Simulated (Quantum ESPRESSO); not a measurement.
## Si2PO5N (one run as intended and one with a planted mistake)

A calculation, not a measurement. The program is pw.x of Quantum ESPRESSO 7.5 (plane-wave density functional theory). The cell is made up: 9 atoms on a quartz lattice, with randomly drawn elements, strain and displacements, not relaxed. PseudoDojo standard norm-conserving files (v0.5 for PBE, v0.4.1 for LDA and PBEsol) set the functional; there is no spin polarisation, spin-orbit coupling or dispersion term, and the masses in the input are unused placeholders.

Intended input:

```
&control calculation='scf', pseudo_dir='./dojo.nc.sr.pbe.v0_5.standard.upf', outdir='./o', disk_io='medium', tprnfor=.true., tstress=.true. /
&system ibrav=0, nat=9, ntyp=4, nbnd=30, ecutwfc=84.00895049, nosym=.true., tot_charge=0,
 occupations='smearing', smearing='fd', degauss=0.0018374661
/
&electrons conv_thr=7.350e-09, electron_maxstep=60, /
ATOMIC_SPECIES
N 1.0 N.upf
O 1.0 O.upf
P 1.0 P.upf
Si 1.0 Si.upf
CELL_PARAMETERS angstrom
5.1182 0.0 0.0
-2.5591 4.4325 0.0
0.0 0.0 5.6178
ATOMIC_POSITIONS angstrom
Si 2.4303 -0.0597 3.7282
P -1.1705 1.9693 1.8737
Si 1.3365 2.3715 -0.0286
O 1.4455 1.219 4.5492
N 3.3908 0.6308 2.5858
O 2.8831 2.6378 0.6627
O 0.2132 1.7801 1.1858
O -1.1753 3.2583 3.1451
O 0.8946 3.7713 5.0411
K_POINTS automatic
5 5 4 1 1 1
```

The log is shortened where brackets say so; the opening notice, blank lines, dates and the lines on written files are dropped, and the path of the files is cut. It prints rydbergs, bohrs and kilobars, and counts compression as positive stress. Where no state is partly filled, the Fermi energy that it prints is only some level between the filled and the empty states on the mesh, and need not lie in the true gap.

Log of the intended run:

```
     Program PWSCF v.7.5
     Parallel version (MPI & OpenMP), running on       1 processor cores
     Number of MPI processes:                 1
     Threads/MPI process:                     1
     [start-up lines left out]
     bravais-lattice index     =            0
     lattice parameter (alat)  =       9.6720  a.u.
     unit-cell volume          =     860.0602 (a.u.)^3
     number of atoms/cell      =            9
     number of atomic types    =            4
     number of electrons       =        48.00
     number of Kohn-Sham states=           30
     kinetic-energy cutoff     =      84.0090  Ry
     charge density cutoff     =     336.0358  Ry
     scf convergence threshold =      7.3E-09
     mixing beta               =       0.7000
     number of iterations used =            8  plain     mixing
     Exchange-correlation= PBE
                           (   1   4   3   4   0   0   0)
     [axes and pseudopotential details left out]
   Cartesian axes
     site n.     atom                  positions (alat units)
         1        Si     tau(   1) = (   0.4748349  -0.0116643   0.7284201  )
         2        P      tau(   2) = (  -0.2286937   0.3847642   0.3660857  )
         3        Si     tau(   3) = (   0.2611270   0.4633465  -0.0055879  )
         4        O      tau(   4) = (   0.2824235   0.2381697   0.8888281  )
         5        N      tau(   5) = (   0.6624985   0.1232465   0.5052167  )
         6        O      tau(   6) = (   0.5633035   0.5153765   0.1294791  )
         7        O      tau(   7) = (   0.0416553   0.3477981   0.2316830  )
         8        O      tau(   8) = (  -0.2296315   0.6366105   0.6144934  )
         9        O      tau(   9) = (   0.1747880   0.7368411   0.9849361  )
     number of k points=    50  Fermi-Dirac smearing, width (Ry)=  0.0018
                       cart. coord. in units 2pi/alat
        k(    1) = (   0.1000000   0.1732047   0.1138835), wk =   0.0400000
        k(    2) = (   0.1000000   0.1732047   0.3416506), wk =   0.0400000
     [further k points left out]
     Dense  grid:    89281 G-vectors     FFT dimensions: (  60,  60,  64)
     Estimated max dynamical RAM per process >     114.49 MB
     Initial potential from superposition of free atoms
     starting charge      47.9986, renormalised to      48.0000
     Starting wfcs are   36 randomized atomic wfcs
     total cpu time spent up to now is       19.4 secs
     per-process dynamical memory:    87.1 Mb
     Self-consistent Calculation
     iteration #  1     ecut=    84.01 Ry     beta= 0.70
     Davidson diagonalization with overlap
     ethr =  1.00E-02,  avg # of iterations =  3.0
     total cpu time spent up to now is       67.3 secs
     total energy              =    -216.32400454 Ry
     estimated scf accuracy    <       2.47118322 Ry
     iteration #  2     ecut=    84.01 Ry     beta= 0.70
     Davidson diagonalization with overlap
     ethr =  5.15E-03,  avg # of iterations =  2.6
     total cpu time spent up to now is      113.0 secs
     total energy              =    -217.01769630 Ry
     estimated scf accuracy    <       2.06235063 Ry
     [iterations 3 to 10 left out]
     iteration # 11     ecut=    84.01 Ry     beta= 0.70
     Davidson diagonalization with overlap
     ethr =  1.58E-10,  avg # of iterations =  3.4
     total cpu time spent up to now is      473.8 secs
     total energy              =    -217.39871680 Ry
     estimated scf accuracy    <       0.00000003 Ry
     iteration # 12     ecut=    84.01 Ry     beta= 0.70
     Davidson diagonalization with overlap
     ethr =  5.54E-11,  avg # of iterations =  2.0
     total cpu time spent up to now is      508.9 secs
     End of self-consistent calculation
     [lines on levels left out]
     the Fermi energy is     4.0654 ev
!    total energy              =    -217.39871680 Ry
     estimated scf accuracy    <          2.4E-09 Ry
     smearing contrib. (-TS)   =       0.00000000 Ry
     internal energy E=F+TS    =    -217.39871680 Ry
     The total energy is F=E-TS. E is the sum of the following terms:
     one-electron contribution =    -102.56005836 Ry
     hartree contribution      =      75.15611981 Ry
     xc contribution           =     -58.64740618 Ry
     ewald contribution        =    -131.34737207 Ry
     convergence has been achieved in  12 iterations
     Forces acting on atoms (cartesian axes, Ry/au):
     atom    1 type  4   force =     0.00743744    0.07544925    0.09234005
     atom    2 type  3   force =    -0.13949756   -0.01076389    0.06175537
     atom    3 type  4   force =     0.05174137   -0.02286324    0.09767187
     atom    4 type  2   force =     0.04545217   -0.13186209   -0.08696091
     atom    5 type  1   force =     0.05916373    0.10532256   -0.08049389
     atom    6 type  2   force =     0.04879589   -0.04259640    0.08497620
     atom    7 type  2   force =     0.00324356    0.03714083   -0.00386514
     atom    8 type  2   force =     0.01087479   -0.07803713   -0.08271233
     atom    9 type  2   force =    -0.08721139    0.06821011   -0.08271123
     Total force =     0.378764     Total SCF correction =     0.000055
     Computing stress (Cartesian axis) and pressure
          total   stress  (Ry/bohr**3)                   (kbar)     P=     -131.15
  -0.00097096   0.00010301  -0.00016796         -142.83       15.15      -24.71
   0.00010301  -0.00073389   0.00001171           15.15     -107.96        1.72
  -0.00016796   0.00001171  -0.00096977          -24.71        1.72     -142.66
     init_run     :     18.58s CPU     19.22s WALL (       1 calls)
     electrons    :    464.86s CPU    489.52s WALL (       1 calls)
     forces       :     10.34s CPU     10.57s WALL (       1 calls)
     stress       :     34.59s CPU     34.82s WALL (       1 calls)
     [timing details left out]
     PWSCF        :   8m48.72s CPU   9m14.80s WALL
     JOB DONE.
```

A second run has one planted mistake: the cell has the wrong charge. The input lines that differ, file-writing options aside:

```
- &system ibrav=0, nat=9, ntyp=4, nbnd=30, ecutwfc=84.00895049, nosym=.true., tot_charge=0,
+ &system ibrav=0, nat=9, ntyp=4, nbnd=31, ecutwfc=84.00895049, nosym=.true., tot_charge=-1,
```

Its log:

```
     Program PWSCF v.7.5
     Parallel version (MPI & OpenMP), running on       1 processor cores
     Number of MPI processes:                 1
     Threads/MPI process:                     1
     [start-up lines left out]
     bravais-lattice index     =            0
     lattice parameter (alat)  =       9.6720  a.u.
     unit-cell volume          =     860.0602 (a.u.)^3
     number of atoms/cell      =            9
     number of atomic types    =            4
     number of electrons       =        49.00
     number of Kohn-Sham states=           31
     kinetic-energy cutoff     =      84.0090  Ry
     charge density cutoff     =     336.0358  Ry
     scf convergence threshold =      7.3E-09
     mixing beta               =       0.7000
     number of iterations used =            8  plain     mixing
     Exchange-correlation= PBE
                           (   1   4   3   4   0   0   0)
     [axes and pseudopotential details left out]
   Cartesian axes
     site n.     atom                  positions (alat units)
         1        Si     tau(   1) = (   0.4748349  -0.0116643   0.7284201  )
         2        P      tau(   2) = (  -0.2286937   0.3847642   0.3660857  )
         3        Si     tau(   3) = (   0.2611270   0.4633465  -0.0055879  )
         4        O      tau(   4) = (   0.2824235   0.2381697   0.8888281  )
         5        N      tau(   5) = (   0.6624985   0.1232465   0.5052167  )
         6        O      tau(   6) = (   0.5633035   0.5153765   0.1294791  )
         7        O      tau(   7) = (   0.0416553   0.3477981   0.2316830  )
         8        O      tau(   8) = (  -0.2296315   0.6366105   0.6144934  )
         9        O      tau(   9) = (   0.1747880   0.7368411   0.9849361  )
     number of k points=    50  Fermi-Dirac smearing, width (Ry)=  0.0018
                       cart. coord. in units 2pi/alat
        k(    1) = (   0.1000000   0.1732047   0.1138835), wk =   0.0400000
        k(    2) = (   0.1000000   0.1732047   0.3416506), wk =   0.0400000
     [further k points left out]
     Dense  grid:    89281 G-vectors     FFT dimensions: (  60,  60,  64)
     Estimated max dynamical RAM per process >     115.36 MB
     Initial potential from superposition of free atoms
     starting charge      47.9986, renormalised to      49.0000
     Starting wfcs are   36 randomized atomic wfcs
     total cpu time spent up to now is       15.6 secs
     per-process dynamical memory:    87.3 Mb
     Self-consistent Calculation
     iteration #  1     ecut=    84.01 Ry     beta= 0.70
     Davidson diagonalization with overlap
     ethr =  1.00E-02,  avg # of iterations =  3.3
     total cpu time spent up to now is       57.5 secs
     total energy              =    -216.15640393 Ry
     estimated scf accuracy    <       1.62946758 Ry
     iteration #  2     ecut=    84.01 Ry     beta= 0.70
     Davidson diagonalization with overlap
     ethr =  3.33E-03,  avg # of iterations =  3.0
     total cpu time spent up to now is      120.3 secs
     total energy              =    -216.60042246 Ry
     estimated scf accuracy    <       1.47420904 Ry
     [iterations 3 to 11 left out]
     iteration # 12     ecut=    84.01 Ry     beta= 0.70
     Davidson diagonalization with overlap
     ethr =  5.66E-11,  avg # of iterations =  2.7
     total cpu time spent up to now is      482.5 secs
     total energy              =    -216.88180807 Ry
     estimated scf accuracy    <       0.00000002 Ry
     iteration # 13     ecut=    84.01 Ry     beta= 0.70
     Davidson diagonalization with overlap
     ethr =  3.39E-11,  avg # of iterations =  2.0
     total cpu time spent up to now is      507.5 secs
     End of self-consistent calculation
     [lines on levels left out]
     the Fermi energy is     7.5458 ev
!    total energy              =    -216.88180807 Ry
     estimated scf accuracy    <          1.4E-09 Ry
     smearing contrib. (-TS)   =      -0.00061456 Ry
     internal energy E=F+TS    =    -216.88119351 Ry
     The total energy is F=E-TS. E is the sum of the following terms:
     one-electron contribution =    -102.17575374 Ry
     hartree contribution      =      76.15350699 Ry
     xc contribution           =     -59.51157469 Ry
     ewald contribution        =    -131.34737207 Ry
     convergence has been achieved in  13 iterations
     Forces acting on atoms (cartesian axes, Ry/au):
     atom    1 type  4   force =    -0.01457459    0.04687750    0.06999699
     atom    2 type  3   force =    -0.12138756   -0.01093892    0.05984068
     atom    3 type  4   force =     0.05712435   -0.02044767    0.10855985
     atom    4 type  2   force =     0.03409847   -0.11272748   -0.09198170
     atom    5 type  1   force =     0.04019141    0.04531315   -0.05248004
     atom    6 type  2   force =    -0.02177375   -0.02550377    0.01033939
     atom    7 type  2   force =     0.08887915   -0.00320145   -0.05352155
     atom    8 type  2   force =     0.01201215    0.00227849    0.01992054
     atom    9 type  2   force =    -0.07456962    0.07835015   -0.07067417
     Total force =     0.314978     Total SCF correction =     0.000045
     Computing stress (Cartesian axis) and pressure
          total   stress  (Ry/bohr**3)                   (kbar)     P=      115.15
   0.00064067  -0.00006493  -0.00004232           94.25       -9.55       -6.23
  -0.00006493   0.00088224   0.00026206           -9.55      129.78       38.55
  -0.00004232   0.00026206   0.00082550           -6.23       38.55      121.44
     init_run     :     15.04s CPU     15.46s WALL (       1 calls)
     electrons    :    466.75s CPU    491.91s WALL (       1 calls)
     forces       :      4.71s CPU      4.81s WALL (       1 calls)
     stress       :     18.01s CPU     18.40s WALL (       1 calls)
     [timing details left out]
     PWSCF        :   8m24.76s CPU   8m51.18s WALL
     JOB DONE.
```

|  | intended run | run with the mistake |
| --- | --- | --- |
| free energy (eV) | -2957.860 | -2950.827 |
| smearing term -TS (eV) | 0.0000 | -0.0084 |
| pressure (GPa) | -13.11 | 11.52 |
| largest force component (eV/Å) | 3.587 | 3.121 |
| largest change of a force component (eV/Å) |  | 2.639 |
| iterations | 12 | 13 |

For scale, a rerun of the intended cell at 1437 eV and a 7 x 7 x 6 mesh moved values by no more than 0.003 eV in energy, 0.03 GPa in stress and 0.002 eV/Å in force. The charged cell sits in a uniform background, so its energy and stress rest on the program's zero of potential. The number of bands, nbnd, was set by rule from the electron count and the smearing, so it follows the mistake.